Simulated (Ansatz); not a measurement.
Relaxed CuAu (CuAu type, space group P4/mmm):

```yaml
crystal:
  lattice:
    - [5.76304, 0.00000, 0.00000]
    - [0.00000, 2.88152, 0.00000]
    - [0.00000, 0.00000, 3.61476]
  atoms:
    - { symbol: Cu, position: [0.25000, 0.50000, 0.50000] }
    - { symbol: Cu, position: [0.75000, 0.50000, 0.50000] }
    - { symbol: Au, position: [0.00000, 0.00000, 0.00000] }
    - { symbol: Au, position: [0.50000, 0.00000, 0.00000] }
```

The atoms are displaced by Q × the pattern below (from a DFPT mode at X = (0.5, 0.0, 0.0), largest move 1; Q in Å), at fixed cell. (q is in reciprocal vectors of the primitive cell; the cell shown is doubled to hold the pattern.)

```json
[
 {"atom": "Au3", "x": "0.000", "y": "0.000", "z": "-1.000"},
 {"atom": "Au4", "x": "0.000", "y": "0.000", "z": "1.000"}
]
```

Atoms not listed stay in place.

Level of theory: PBE (plane waves to 420 eV, PAW, scalar-relativistic; Ansatz, an electronic-structure program). k mesh 8×16×13 (Γ-centred), Fermi-Dirac smearing 0.05 eV. E stands for the smeared free energy. With partly filled bands, energies and forces of such displacements shift with the k mesh and the smearing. CuAu is run without spin polarisation. CuAu was relaxed with its symmetry unable to fall. Spin-orbit coupling is left out, though Au is heavy. The zero of ΔE is the undisplaced structure. The last digit holds for this mesh only.

| Q (Å) | ΔE (meV/cell) |
|---|---|
| -0.1000 | 44.85 |
| -0.0833 | 31.05 |
| -0.0667 | withheld |
| -0.0500 | 11.14 |
| -0.0333 | 4.94 |
| -0.0167 | 1.24 |
| 0.0000 | 0.00 |
| 0.0167 | 1.24 |
| 0.0333 | 4.94 |
| 0.0500 | 11.14 |
| 0.0667 | withheld |
| 0.0833 | 31.05 |
| 0.1000 | 44.85 |

Fit an even polynomial form (powers 2, 4) to the given rows and predict ΔE at Q = 0.0667.

Least squares on the 11 given rows: ΔE = (4449)·Q² + (3592)·Q⁴, in meV/cell with Q in Å; root-mean-square residual 0.003 meV/cell. At 0.0667 the fit gives 19.86 meV/cell; the calculation gives 19.84 meV/cell, so the interpolation is off by 0.02 (+0.1 %). The quadratic term alone would give 19.79 meV/cell.

(A displaced cell: forces are minus the slopes of the energy, force constants its curvatures, and phonons follow from these.)
